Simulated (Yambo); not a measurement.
A G0W0@PBEsol run in Yambo for GaSe (space group R3m, No. 160) (4×4×4 Γ-centred k mesh, bands 11 to 163 and a 7 Ry block in the screening, 163 bands in G with the Bruneval-Gonze terminator, plasmon pole fitted at 27.2 eV) gives these matrix elements, in eV, at the band edges (Z → Z):

```json
[
 {"state": "valence edge", "E0": "0.000", "<Vxc>": "-13.754", "<Σx>": "-16.226", "<Σc(E0)>": "1.199", "Z": "0.792"},
 {"state": "conduction edge", "E0": "0.641", "<Vxc>": "-13.098", "<Σx>": "-9.863", "<Σc(E0)>": "-3.247", "Z": "0.802"}
]
```

### Question
Solve the linearised quasiparticle equation for both states, give the gap, and say how exchange and correlation each act on it.

### Answer
E = E0 + Z(Σx + Σc − Vxc). Valence: 0.000 + 0.792 × (-16.226 + (1.199) − (-13.754)) = -1.01 eV. Conduction: 0.641 + 0.802 × (-9.863 + (-3.247) − (-13.098)) = 0.63 eV. The gap is 1.64 eV, against 0.64 eV in PBEsol. Replacing Vxc by bare exchange alone would open it by 5.71 eV; correlation takes back 4.45 eV of that, and Z scales what is left. Convergence of the G0W0 settings was not tested. Spin-orbit splittings are left out.

The standard potentials for Ga, Se keep a d shell in the valence without the s and p states of that shell. In tests on such compounds this moved G0W0 gaps by up to about 0.9 eV, so absolute quasiparticle energies here are unreliable; differences between settings are what counts.

Geometry relaxed with PBE+D3(BJ); primitive cell a = b = c = 8.210 Å, α = β = γ = 26.62°.

This is not the ordinary phase of the substance; no match was found in the copy of COD used, and its stability was not checked.
